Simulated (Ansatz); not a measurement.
SiAs in space group C2/m (No. 12; Pearson symbol mS24) under volume change, plane-wave PAW r²SCAN+D4 (Ansatz code), shape and atoms relaxed at each volume.

| V (Å³/atom) | E − E(relaxed) (meV/atom) | P (GPa) |
|---|---|---|
| 20.893 | 17.1 | 3.12 |
| 21.582 | 6.8 | 1.75 |
| 22.270 | 1.5 | 0.73 |
| 22.959 | 0.0 | 0.00 |
| 23.648 | 1.2 | -0.49 |
| 24.337 | 4.0 | -0.81 |
| 25.025 | 7.8 | -0.96 |

**Question.** What does a third-order Birch–Murnaghan fit give for V₀, B₀ and B′?

**Answer.** V₀ = 22.96 Å³/atom, B₀ = 19.8 GPa, B′ = 11.7.

The start of the workflow was typed in or built on a structure type; neither database checked (COD, Materials Project) lists it. Whether it is the stable phase at ambient conditions was not checked. The r²SCAN+D4 relaxation kept the symmetry of its start; whether a distortion lowers the energy is not shown.

Potentials: the later of the program's two PAW sets.
